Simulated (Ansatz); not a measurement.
# What DFT gives for LaGe$_{2}$

```
Ge La
1.0
     0.00000    4.22535    0.00000
     4.22535    0.00000    0.00000
     2.11268    2.11268   -6.96859
Ge La
4 2
Direct
  0.41600 0.41600 0.16800
  0.16600 0.66600 0.66800
  0.33400 0.83400 0.33200
  0.58400 0.58400 0.83200
  0.00000 0.00000 0.00000
  0.75000 0.25000 0.50000
```

The numbers come from plane-wave PAW DFT (Ansatz): r2SCAN, no spin polarisation, 500 eV, 6×6×6 Γ-centred k points, gaussian occupations (width 0.0102 eV). Nothing was relaxed.

What happens at the Fermi level?

It is a metal, with about 2.9 states/eV a cell as the mean within 0.25 eV of the Fermi level, mostly La d (34 %), Ge p (33 %) and Ge s (15 %).

How is the charge shared?

Bader charges in e: La +1.37, Ge -0.68. In the mean La gives up most and Ge takes most.

Are the atoms at rest?

Nearly at rest: the largest force is 0.040 eV/Å.

Describe some of the short contacts.

Ge–Ge at 2.34 Å: least valence density 0.53 e/Å³ and ELF 0.58 there. La–Ge at 3.13 Å: least valence density 0.19 e/Å³ and ELF 0.17 there. Both are smooth PAW fields, read partly inside the augmentation spheres.

Origin: a known structure type with other elements, at an estimated volume, so it need not be a known compound. Caveats: f levels without a U or exact exchange are poorly placed.

Cost: 83 s on 1 thread of Intel(R) Xeon(R) 6975P-C (Granite Rapids), with other jobs on the host, peak memory 0.84 GiB (start from a saved density). The time holds forces, stress, Bader, DOS, bands, ELF.
